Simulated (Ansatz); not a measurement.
Polymorphs of NbP, each relaxed with r²SCAN in the plane-wave PAW code Ansatz:

A: CsCl type (Pm-3m)
a = 3.108 Å, b = 3.108 Å, c = 3.108 Å, α = 90.00°, β = 90.00°, γ = 90.00°

```json
[
 {"atom": "Nb", "site": "1a", "symmetry": "m-3m", "x": "0.0000", "y": "0.0000", "z": "0.0000"},
 {"atom": "P", "site": "1b", "symmetry": "m-3m", "x": "0.5000", "y": "0.5000", "z": "0.5000"}
]
```

B: I4_1md
a = 3.340 Å, b = 3.340 Å, c = 11.451 Å, α = 90.00°, β = 90.00°, γ = 90.00°

```csv
atom,site,symmetry,x,y,z
Nb,4a,2mm.,0.0000,0.0000,0.7499
P,4a,2mm.,0.0000,0.0000,0.3328
```

Task: Order them by energy per atom at 0 K (lowest first) at the level r²SCAN.

Result: B (+0 meV/atom), A (+423 meV/atom)

Constructed cells (a structure type filled with these elements, in neither database checked): A. All cells were relaxed under the symmetry of their starts (and spin orders); stability against distortions was not tested throughout. Named crystals with no word on spin ran without spin polarisation. Spin–orbit coupling is left out wherever it is not named.

Energies hold the estimated change up to a 700 eV cutoff; steps of a few meV lie near the error of the meshes.

Potentials: the earlier of the program's two PAW sets. The files were generated under PBE; for other functionals the program regenerates the frozen cores, and for LDA and PBEsol the local potential too.
